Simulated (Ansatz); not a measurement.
LiH (rock salt)

```
CELL_PARAMETERS angstrom
      0.00000     4.00712     4.00712
      2.00356     2.00356     4.00712
      2.00356     2.00356     0.00000
ATOMIC_POSITIONS crystal
  H  0.00000 0.00000 0.00000
  H  0.50000 0.00000 0.00000
  Li 0.00000 0.50000 0.50000
  Li 0.50000 0.50000 0.50000
```

A phonon eigenvector at X = (0.5, 0.5, 0.0) is frozen into this cell: atom i moves by Q times the vector below, so Q is the largest atomic displacement, in Å. The cell is held. (q is in reciprocal vectors of the primitive cell; the cell shown is doubled to hold the pattern.)

| atom | x | y | z |
|---|---|---|---|
| H1 | 0.000 | 0.000 | 1.000 |
| H2 | 0.000 | 0.000 | -1.000 |
| Li3 | 0.000 | 0.000 | 0.024 |
| Li4 | 0.000 | 0.000 | -0.024 |

Calculation: PBE (plane waves to 420 eV, PAW, scalar-relativistic; Ansatz, a first-principles code). k mesh 14×14×14 (Γ-centred), Fermi-Dirac smearing 0.05 eV. LiH was relaxed with its symmetry unable to fall. 

```json
[
 {"Q (Å)": "-0.280", "−dE/dQ from forces (eV/Å)": "2.390"},
 {"Q (Å)": "-0.233", "−dE/dQ from forces (eV/Å)": "1.948"},
 {"Q (Å)": "-0.187", "−dE/dQ from forces (eV/Å)": "1.531"},
 {"Q (Å)": "-0.140", "−dE/dQ from forces (eV/Å)": "1.133"},
 {"Q (Å)": "-0.093", "−dE/dQ from forces (eV/Å)": "0.748"},
 {"Q (Å)": "-0.047", "−dE/dQ from forces (eV/Å)": "0.372"},
 {"Q (Å)": "0.000", "−dE/dQ from forces (eV/Å)": "0.000"},
 {"Q (Å)": "0.047", "−dE/dQ from forces (eV/Å)": "-0.372"},
 {"Q (Å)": "0.093", "−dE/dQ from forces (eV/Å)": "-0.748"},
 {"Q (Å)": "0.140", "−dE/dQ from forces (eV/Å)": "-1.133"},
 {"Q (Å)": "0.187", "−dE/dQ from forces (eV/Å)": "-1.531"},
 {"Q (Å)": "0.233", "−dE/dQ from forces (eV/Å)": "-1.948"},
 {"Q (Å)": "0.280", "−dE/dQ from forces (eV/Å)": "-2.390"}
]
```

Task: What harmonic wavenumber does the curvature at Q = 0 give?

Result: 1033 cm⁻¹. E″ = 7.95 eV/Å², M = Σ mᵢ|uᵢ|² = 2.0 u, ν̃ = 521.5·√(|E″|/M).

(A displaced cell: forces are minus the slopes of the energy, force constants its curvatures, and phonons follow from these.)
